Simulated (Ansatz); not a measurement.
**CeC: all-electron results**

```
Ce C
1.0
     0.00000    2.59607    2.59607
     2.59607    0.00000    2.59607
     2.59607    2.59607    0.00000
Ce C
1 1
Direct
  0.00000 0.00000 0.00000
  0.50000 0.50000 0.50000
```

Atom numbers follow the list: Ce1, C2.

Structure from Materials Project entry mp-22672 (possibly hypothetical), not relaxed further.

Semilocal functionals without a Hubbard term describe localised f shells poorly; where the shell is localised, the real material differs.

Spin–orbit coupling is left out, though it moves levels of the heavy atoms by tenths of an eV or more.

All numbers below come from DFT, PBEsol, all-electron LAPW, scalar-relativistic (Ansatz 0.2.0).

Settings: a Γ-centred 12×12×12 k mesh, Fermi–Dirac smearing of 0.03 eV, basis error target 0.25 meV/atom, no spin polarisation.

```yaml
Density_of_states_at_the_Fermi_level_0.2_eV_bin: 1.50 states/eV per cell
Volume_per_atom: 17.50 Å³
```

Q: Give the computed value. Band gap.

A: none: bands cross the Fermi level, a metal.

Q: Predict this quantity. Pressure at this cell.

A: -4.47 GPa.

Q: Give the computed value. Löwdin charges (with 0.01 e of the cell spilling out of the atomic basis, so their sizes and signs hang on that basis).

A: Ce1 0.48, C2 -0.46 e.
